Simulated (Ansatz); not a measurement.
The relaxed structure here is a generated cell of GeMo: the first start was made by placing the elements on the sites of a structure type, and the end was not matched to a known phase here, so it may be hypothetical.

Relaxation of a generated cell, GeMo built in the TiAs structure type; 8 atoms in the cell, which starts as P6₃/mmc (No. 194), hP8; a = b = 3.6600 Å, c = 12.3475 Å, α = β = 90.00°, γ = 120.00°. Level of theory: r2SCAN (plane waves to 500 eV, PAW, scalar-relativistic; Ansatz, a first-principles code). Γ-centred k-mesh 7×7×2 on the run's cell (coarser than for final values), Fermi–Dirac smearing 0.05 eV. This is the first round of the run. 

The optimiser's lines from the output (shortened; P is positive under compression):

```
relax step   1: F+E_penalty+E_count = -37079.42853759 eV  Δ(F+E_penalty+E_count) = +0.000e0 eV  max|allowed force component| = 9.496e-1 eV/Å  Δτ_max = 0.0000 Å  P = -10.003 GPa  Ω = 143.242 Å³  (9 SCF iters, dr2 threshold 1.00e-7 eV, accepted)
relax step   2: F+E_penalty+E_count = -37079.65435395 eV  Δ(F+E_penalty+E_count) = -2.258e-1 eV  max|allowed force component| = 6.317e-1 eV/Å  Δτ_max = 0.1096 Å  P = +12.218 GPa  Ω = 125.627 Å³  (9 SCF iters, dr2 threshold 8.00e-7 eV, accepted)
relax step   3: F+E_penalty+E_count = -37079.94725954 eV  Δ(F+E_penalty+E_count) = -2.929e-1 eV  max|allowed force component| = 2.332e-1 eV/Å  Δτ_max = 0.0402 Å  P = -1.799 GPa  Ω = 134.859 Å³  (8 SCF iters, dr2 threshold 8.00e-7 eV, accepted)
relax step   4: F+E_penalty+E_count = -37079.96327007 eV  Δ(F+E_penalty+E_count) = -1.601e-2 eV  max|allowed force component| = 3.318e-2 eV/Å  Δτ_max = 0.0123 Å  P = -0.406 GPa  Ω = 133.664 Å³  (7 SCF iters, dr2 threshold 8.00e-7 eV, accepted)
relax step   5: F+E_penalty+E_count = -37079.96449097 eV  Δ(F+E_penalty+E_count) = -1.221e-3 eV  max|allowed force component| = 2.248e-2 eV/Å  Δτ_max = 0.0026 Å  P = +0.083 GPa  Ω = 133.243 Å³  (6 SCF iters, dr2 threshold 4.78e-7 eV, accepted)
relax step   6: F+E_penalty+E_count = -37079.97002206 eV  Δ(F+E_penalty+E_count) = -5.531e-3 eV  max|allowed force component| = 7.503e-2 eV/Å  Δτ_max = 0.0071 Å  P = +0.609 GPa  Ω = 132.613 Å³  (8 SCF iters, dr2 threshold 1.93e-7 eV, accepted)
relax step   7: F+E_penalty+E_count = -37080.04307364 eV  Δ(F+E_penalty+E_count) = -7.305e-2 eV  max|allowed force component| = 2.406e-1 eV/Å  Δτ_max = 0.0219 Å  P = +2.063 GPa  Ω = 130.735 Å³  (8 SCF iters, dr2 threshold 8.00e-7 eV, accepted)
relax step   8: F+E_penalty+E_count = -37080.24276363 eV  Δ(F+E_penalty+E_count) = -1.997e-1 eV  max|allowed force component| = 6.134e-2 eV/Å  Δτ_max = 0.0414 Å  P = +3.521 GPa  Ω = 128.171 Å³  (8 SCF iters, dr2 threshold 8.00e-7 eV, accepted)
relax step   9: F+E_penalty+E_count = -37080.41494831 eV  Δ(F+E_penalty+E_count) = -1.722e-1 eV  max|allowed force component| = 1.368e-1 eV/Å  Δτ_max = 0.0271 Å  P = +3.965 GPa  Ω = 126.276 Å³  (8 SCF iters, dr2 threshold 8.00e-7 eV, accepted)
relax step  10: F+E_penalty+E_count = -37080.53845965 eV  Δ(F+E_penalty+E_count) = -1.235e-1 eV  max|allowed force component| = 9.019e-2 eV/Å  Δτ_max = 0.0022 Å  P = -0.526 GPa  Ω = 127.830 Å³  (8 SCF iters, dr2 threshold 8.00e-7 eV, accepted)
relax step  11: F+E_penalty+E_count = -37080.66548496 eV  Δ(F+E_penalty+E_count) = -1.270e-1 eV  max|allowed force component| = 3.879e-1 eV/Å  Δτ_max = 0.0193 Å  P = +0.389 GPa  Ω = 125.590 Å³  (7 SCF iters, dr2 threshold 8.00e-7 eV, accepted)
relax step  12: F+E_penalty+E_count = -37080.77793029 eV  Δ(F+E_penalty+E_count) = -1.124e-1 eV  max|allowed force component| = 1.349e-1 eV/Å  Δτ_max = 0.0096 Å  P = +0.986 GPa  Ω = 123.497 Å³  (8 SCF iters, dr2 threshold 8.00e-7 eV, accepted)
relax step  13: F+E_penalty+E_count = -37080.78121234 eV  Δ(F+E_penalty+E_count) = -3.282e-3 eV  max|allowed force component| = 9.903e-2 eV/Å  Δτ_max = 0.0113 Å  P = +0.124 GPa  Ω = 123.853 Å³  (7 SCF iters, dr2 threshold 8.00e-7 eV, accepted)
relax step  14: F+E_penalty+E_count = -37080.78224348 eV  Δ(F+E_penalty+E_count) = -1.031e-3 eV  max|allowed force component| = 1.423e-2 eV/Å  Δτ_max = 0.0059 Å  P = -0.073 GPa  Ω = 123.887 Å³  (6 SCF iters, dr2 threshold 6.13e-7 eV, accepted)
relax step  15: F+E_penalty+E_count = -37080.78253185 eV  Δ(F+E_penalty+E_count) = -2.884e-4 eV  max|allowed force component| = 9.507e-4 eV/Å  Δτ_max = 0.0008 Å  P = -0.008 GPa  Ω = 123.920 Å³  (5 SCF iters, dr2 threshold 2.27e-7 eV, accepted)
relax step  16: F+E_penalty+E_count = -37080.81114555 eV  Δ(F+E_penalty+E_count) = -2.861e-2 eV  max|allowed force component| = 3.296e-3 eV/Å  Δτ_max = 0.0000 Å  P = +0.365 GPa  Ω = 123.920 Å³  stress off target by 1.18e0 GPa  SCF on the basis re-selected at this cell (its energy is not comparable with the rows above)  (10 SCF iters)
relax step  17: F+E_penalty+E_count = -37080.81504679 eV  Δ(F+E_penalty+E_count) = -3.901e-3 eV  max|allowed force component| = 1.794e-3 eV/Å  Δτ_max = 0.0006 Å  P = +0.125 GPa  Ω = 123.876 Å³  (6 SCF iters, dr2 threshold 8.00e-7 eV, accepted)
relax step  18: F+E_penalty+E_count = -37080.81512298 eV  Δ(F+E_penalty+E_count) = -7.620e-5 eV  max|allowed force component| = 5.451e-5 eV/Å  Δτ_max = 0.0002 Å  P = -0.025 GPa  Ω = 123.939 Å³  (5 SCF iters, dr2 threshold 1.70e-7 eV, accepted)
relax step  19: F+E_penalty+E_count = -37080.81513125 eV  Δ(F+E_penalty+E_count) = -8.264e-6 eV  max|allowed force component| = 1.776e-5 eV/Å  Δτ_max = 0.0000 Å  P = -0.000 GPa  Ω = 123.924 Å³  (4 SCF iters, dr2 threshold 2.48e-9 eV, accepted)
relax step  20: F+E_penalty+E_count = -37080.81512508 eV  Δ(F+E_penalty+E_count) = +6.171e-6 eV  max|allowed force component| = 6.290e-6 eV/Å  Δτ_max = 0.0000 Å  P = -0.001 GPa  Ω = 123.924 Å³  stress off target by 1.94e-3 GPa  SCF on the basis re-selected at this cell (its energy is not comparable with the rows above)  (5 SCF iters)
```

From the first to the last row the energy changes by -0.17 eV/atom and the volume by -13.5 %. The last row is marked as not comparable with the walk above it, whose basis was carried along; it does compare with step 1, since both stand on a basis selected at the nominal cutoff for their own cell.

Later rounds, restarted from the end of this one on a renewed k-mesh, logged 10 more steps and released under 0.01 eV/atom more. The final structure after all rounds: P6₃/mmc (No. 194), hP8; a = 3.015 Å, b = 3.015 Å, c = 15.780 Å, α = 90.00°, β = 90.00°, γ = 120.00°. Between re-selections the logged energies stand on a plane-wave basis carried along with the cell. No spin polarisation in the result.

The run could not lose the symmetry of its start; a randomly shaken copy of 8 atoms returns to this structure.
